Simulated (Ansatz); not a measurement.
The start is a relaxed LiNbO3 cell shaken by Gaussian noise of σ = 0.08 Å a coordinate. Cell shape, volume and atoms are optimised at zero target pressure with r2SCAN (plane waves to 500 eV, PAW, scalar-relativistic; Ansatz, a first-principles code). The first steps use a 8×8×8 k-mesh.

The start:
```
LiNbO3
1.0
    2.56874     1.48306     4.62824
   -2.56874     1.48306     4.62824
    0.00000    -2.96613     4.62824
Li Nb O
2 2 6
Cartesian
 -0.08960  -0.04123   4.01172
 -0.06468  -0.03325  11.04626
 -0.09504   0.11424   0.24672
  0.18877   0.09160   7.21597
  1.50520   0.07183   5.82088
 -0.91719   1.21163   5.47165
 -0.69560  -1.46136   5.84655
  0.69366   1.44878   8.04249
 -1.51015  -0.15716   7.99657
  0.97855  -1.21837   8.01295
```

How much energy is released per atom?

0.21 eV/atom.

Is the relaxed structure metallic? Give its gap.

4.00 eV, indirect (valence top at k = (0.125, 0.125, 0.125), conduction bottom at k = (0, 0.375, -0.375)) (no spin-orbit coupling).

It ends as:

Space group R3c, hexagonal axes (No. 161); a = b = 5.138 Å, c = 13.885 Å, α = β = 90.00°, γ = 120.00°

```tsv
atom	site	symmetry	x	y	z
Li	6a	3.	0.0000	0.0000	0.2969
Nb	6a	3.	0.0000	0.0000	0.0149
O	18b	1	0.0449	0.3436	0.0779
```
(The calculation used a cell of 10 atoms; values per cell refer to that cell.)

The start holds a very short contact (O–Nb 1.67 Å). No spin polarisation in the result.
